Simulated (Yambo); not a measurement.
```
CELL_PARAMETERS angstrom
      6.70433     0.00000     0.00000
     -3.35216     5.80612     0.00000
      0.00000     0.00000     3.59152
ATOMIC_POSITIONS crystal
  H  0.67901 0.67901 0.00000
  H  0.00000 0.32099 0.00000
  H  0.32099 0.00000 0.00000
  N  0.00000 0.00000 0.50000
  O  0.18922 0.18922 0.50000
  O  0.00000 0.81078 0.50000
  O  0.81078 0.00000 0.50000
  O  0.53341 0.53341 0.00000
  O  0.00000 0.46659 0.00000
  O  0.46659 0.00000 0.00000
  Sr 0.66667 0.33333 0.50000
  Sr 0.33333 0.66667 0.50000
```

Response from Yambo on LDA (pw.x of Quantum ESPRESSO, ONCV potentials, scalar-relativistic) bands: 3×3×6 mesh, 112 bands, 3 Ry local-field block, 0.2 eV broadening.

### Question
Give the static electronic dielectric constant without and with local fields along each axis.

### Answer
```json
[
 {"field along": "x", "ε(0), independent particles": "3.41", "ε(0), RPA with local fields": "2.89", "refractive index √ε": "1.70"},
 {"field along": "z", "ε(0), independent particles": "2.80", "ε(0), RPA with local fields": "2.62", "refractive index √ε": "1.62"}
]
```
Electronic (clamped-ion) response only. LDA gaps are usually too small, which raises these values. Convergence of the RPA response with its 3×3×6 mesh was not tested. x, y and z are Cartesian axes of the cell as given.

Geometry of the Materials Project entry, not relaxed at this level.
